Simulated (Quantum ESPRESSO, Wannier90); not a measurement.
**Wannier functions of TlCl (CsCl type)**

```xyz
2
Lattice="3.8375 0.0000 0.0000 0.0000 3.8375 0.0000 0.0000 0.0000 3.8375" Properties=species:S:1:pos:R:3 pbc="T T T"
Tl     0.0000     0.0000     0.0000
Cl     1.9187     1.9187     1.9187
```

Materials Project entry mp-23167; symmetrised, unrelaxed at this level. COD (Crystallography Open Database) has an entry of this formula and space group (matched by these alone). Method: LDA plane waves in Quantum ESPRESSO 7.5 (PseudoDojo norm-conserving files, 50 Ry, no spin polarisation, no spin-orbit coupling), Bloch states on a 8×8×8 mesh through Γ, Wannier90 4.0.1. Density: 8×8×8 mesh, cold smearing 0.01 Ry. Spin-orbit coupling is left out although heavy elements are present.

A tight-binding model is made by disentanglement and projection with no localisation steps (num_iter = 0), so the 8 orbitals stay atom-like: hydrogen-like Tl: s;p; Cl: s;p, axes along x, y, z; frozen window up to 3.38 eV relative to the valence-band maximum. It follows pw.x to 2.7 meV rms for states up to 2.9 eV relative to the valence-band maximum. Matrix elements depend on this choice of orbitals and windows. Bands 2–6 (Tl 5d 99 %) lie between the kept ones and are excluded.

Problem. Which pairs of orbitals on different sites are coupled most strongly? Give distance, modulus and how many such pairs a cell has.

Solution. 
```csv
orbital,orbital,distance of the centres (Å),modulus (eV),pairs
Tl pz,Tl pz,3.84,1.10,1
Tl py,Tl py,3.84,1.10,1
Tl px,Tl px,3.84,1.10,1
Tl pz,Tl s,3.84,0.48,2
Tl py,Tl s,3.84,0.48,2
Tl px,Tl s,3.84,0.48,2
Cl px,Tl py,3.32,0.38,8
Cl pz,Tl py,3.32,0.38,8
Cl px,Tl pz,3.32,0.38,8
Cl py,Tl pz,3.32,0.38,8
Cl py,Tl px,3.32,0.38,8
Cl pz,Tl px,3.32,0.38,8
Cl pz,Tl s,3.32,0.33,8
Cl px,Tl s,3.32,0.33,8
Cl py,Tl s,3.32,0.33,8
Cl py,Tl py,3.32,0.26,8
Cl pz,Tl pz,3.32,0.26,8
Cl px,Tl px,3.32,0.26,8
Cl pz,Cl pz,3.84,0.20,1
Cl py,Cl py,3.84,0.20,1
Cl px,Cl px,3.84,0.20,1
Cl s,Tl pz,3.32,0.18,8
Cl s,Tl px,3.32,0.18,8
Cl s,Tl py,3.32,0.18,8
Tl s,Tl s,3.84,0.16,3
Cl s,Tl s,3.32,0.16,8
Tl pz,Tl pz,3.84,0.11,2
Tl py,Tl py,3.84,0.11,2
Tl px,Tl px,3.84,0.11,2
Tl pz,Tl pz,7.67,0.11,1
```
